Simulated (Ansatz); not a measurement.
AlMo₂N:
Space group P6₃/mmc (No. 194); a = b = 2.8309 Å, c = 14.6563 Å, α = β = 90.00°, γ = 120.00°

| atom | site | symmetry | x | y | z |
|---|---|---|---|---|---|
| Al | 2d | -6m2 | 0.6667 | 0.3333 | 0.2500 |
| Mo | 4f | 3m. | 0.3333 | 0.6667 | 0.0962 |
| N | 2a | -3m. | 0.0000 | 0.0000 | 0.0000 |

Relaxed at zero pressure with r²SCAN (plane waves, PAW; program Ansatz).

### Question
The volume is lowered by 6 % and shape and atoms relax at that volume. What pressure results, and how do the axes share the change?

### Answer
17.2 GPa; a -2.2 %, b -2.2 %, c -1.8 %; the energy rises by 39 meV/atom.

### Question
Give the new structure.

### Answer

Space group P6₃/mmc (No. 194); a = b = 2.7697 Å, c = 14.3923 Å, α = β = 90.00°, γ = 120.00°

```json
[
 {"atom": "Al", "site": "2d", "symmetry": "-6m2", "x": "0.6667", "y": "0.3333", "z": "0.2500"},
 {"atom": "Mo", "site": "4f", "symmetry": "3m.", "x": "0.3333", "y": "0.6667", "z": "0.0976"},
 {"atom": "N", "site": "2a", "symmetry": "-3m.", "x": "0.0000", "y": "0.0000", "z": "0.0000"}
]
```

The phase is kept; no other phase was compared at this pressure.

Space group P6_3/mmc. The start of the workflow was typed in or built on a structure type; neither database checked (COD, Materials Project) lists it. Its standing as an ambient phase is unchecked. Symmetry was held in the r²SCAN relaxation; whether a distortion lowers the energy is not shown. The workflow began spin-polarised and lost its moments.

Potentials: the earlier of the program's two PAW sets.
